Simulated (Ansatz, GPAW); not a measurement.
## HfO2: changing the Hubbard U on Hf d

Symmetry: Fm-3m, No. 225, cubic system. The conventional cell has a = 5.115 Å, b = 5.115 Å, c = 5.115 Å, α = 90.00°, β = 90.00°, γ = 90.00°. Hf (site symmetry m-3m) has 8 O at 2.21 Å as nearest neighbours. O (site symmetry -43m) is surrounded by 4 Hf at 2.21 Å.

Measurements of this composition are mostly on another form, of space group No. 14.

Kept alike: task band structure; functional PBEsol; k mesh 9 × 9 × 9; occupations fermi-dirac, width 0.05 eV; no spin polarisation. Program: Ansatz, Ansatz PAW, cutoff 420 eV. The mesh is that of the run's cell of 3 atoms. No spin-orbit coupling.

```csv
"Hubbard U on Hf d, U (eV)",pressure (GPa)
0,-10.18
1,-8.82
2,-7.39
3,-5.90
4,-4.34
5,-2.71
6,-1.02
8,2.57
```

Pressure is positive in compression, with a Pulay correction for the finite cutoff. U acts here on a shell without spin polarisation. How U acts hangs on the program's projectors. All rows use potentials made for PBE. U is the effective U - J on orthogonalised atomic projectors. Double counting: fully localised limit (the default).

**Question.** What does the Hubbard U on Hf d change here?

**Answer.** The pressure rises from -10.18 to 2.57 GPa between 0 and 8 eV. U localises the shell and weakens its bonds, so the cell pushes outwards. A twin series (GPAW, PAW data sets generated for this functional) moves it by +23.451 between 0 and 8, against +12.745 GPa here.
